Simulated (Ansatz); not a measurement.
Given:

AlO2:
```cif
data_Al4O8
_chemical_formula_sum 'Al4 O8'
_space_group_name_H-M_alt 'P 1'
_space_group_IT_number 1
_cell_length_a 9.25841
_cell_length_b 2.88303
_cell_length_c 4.79089
_cell_angle_alpha 90.000
_cell_angle_beta 90.000
_cell_angle_gamma 90.000
loop_
_space_group_symop_operation_xyz
  'x, y, z'
loop_
_atom_site_label
_atom_site_type_symbol
_atom_site_fract_x
_atom_site_fract_y
_atom_site_fract_z
_atom_site_occupancy
Al1 Al 0.66166 0.25000 0.54561 1
Al2 Al 0.33834 0.75000 0.45439 1
Al3 Al 0.83834 0.75000 0.04561 1
Al4 Al 0.16166 0.25000 0.95439 1
O1 O 0.53472 0.75000 0.34683 1
O2 O 0.46528 0.25000 0.65317 1
O3 O 0.96528 0.25000 0.84683 1
O4 O 0.03472 0.75000 0.15317 1
O5 O 0.22697 0.75000 0.76226 1
O6 O 0.77303 0.25000 0.23774 1
O7 O 0.27303 0.25000 0.26226 1
O8 O 0.72697 0.75000 0.73774 1
```
The run is spin-polarised; directions of the spins, atom by atom: 0 0 0 0 ↑ ↑ ↑ ↑ 0 0 0 0.

This is the PBEsol-relaxed structure.

### Question
All from PBEsol (plane waves, PAW; program Ansatz), unless another level is named. Predict the electronic character.

### Answer
no gap, with almost no states at the Fermi level (zero-gap or semimetallic).

### Question
Predict the formation energy from the elements (no fitted shifts).

### Answer
-2.14 eV/atom.

Space group Pnma. The workflow started from a Materials Project entry (that database holds measured and hypothetical structures alike); the Crystallography Open Database copy checked does not list it. Whether it is the stable phase at ambient conditions was not checked. The PBEsol relaxation kept the symmetry of its start; its stability against distortions is not shown here. Magnetic state: ferromagnetic, chosen from 4 collinear starts compared on coarse meshes (ties went to the first, and starts can fall back to one state), not a proven ground state. No Hubbard U is applied. A small band overlap can be real or an error of a semilocal functional. The references are the lowest solids computed at this level, not always the standard phases (solids in place of the gases).

Potentials: the later of the program's two PAW sets.
